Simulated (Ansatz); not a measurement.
One crystal and one scan (frozen-phonon scan) at two levels, PBE (plane waves to 420 eV, PAW, scalar-relativistic; Ansatz, a program for electronic structure) and r2SCAN (plane waves to 500 eV, PAW, scalar-relativistic; Ansatz), each from its own relaxed cell and on its own mesh. The cell shown is that of PBE.

Starting cell, Be (hcp, Mg type):

```
Be
1.0
    2.26472     0.00000     0.00000
   -1.13236     1.96131     0.00000
    0.00000     0.00000     3.56124
Be
2
Direct
  0.33333   0.66667   0.75000
  0.66667   0.33333   0.25000
```

The atoms are displaced by Q × the pattern below (from a DFPT mode at Γ, largest move 1; Q in Å), at fixed cell.

```csv
atom,x,y,z
Be1,0.000,0.000,-1.000
Be2,0.000,0.000,1.000
```

Be was relaxed with its symmetry unable to fall. With partly filled bands, energies and forces of such displacements shift with the k mesh and the smearing. Both scans cover Q from -0.100 to 0.100 Å.

ΔE (meV/cell), each from the undisplaced structure of its own level:

```json
[
 {"Q (Å)": "-0.100", "PBE": "162", "r2SCAN": "withheld"},
 {"Q (Å)": "-0.083", "PBE": "112", "r2SCAN": "118"},
 {"Q (Å)": "-0.067", "PBE": "71", "r2SCAN": "75"},
 {"Q (Å)": "-0.050", "PBE": "40", "r2SCAN": "42"},
 {"Q (Å)": "-0.033", "PBE": "18", "r2SCAN": "19"},
 {"Q (Å)": "-0.017", "PBE": "4", "r2SCAN": "5"},
 {"Q (Å)": "0.000", "PBE": "0", "r2SCAN": "0"},
 {"Q (Å)": "0.017", "PBE": "4", "r2SCAN": "5"},
 {"Q (Å)": "0.033", "PBE": "18", "r2SCAN": "19"},
 {"Q (Å)": "0.050", "PBE": "40", "r2SCAN": "42"},
 {"Q (Å)": "0.067", "PBE": "71", "r2SCAN": "75"},
 {"Q (Å)": "0.083", "PBE": "112", "r2SCAN": "118"},
 {"Q (Å)": "0.100", "PBE": "162", "r2SCAN": "withheld"}
]
```

### Question
Estimate the r2SCAN value at -0.100 from the PBE value there and the ratio of the two levels in the two nearest given rows on that side of the minimum.

### Answer
At -0.083 and -0.067 the ratio r2SCAN/PBE averages 1.055, which gives 1.055 × 162 = 171 meV/cell. The calculation gives 171 meV/cell, +5.6 % against PBE.

(A displaced cell: forces are minus the slopes of the energy, force constants its curvatures, and phonons follow from these.)
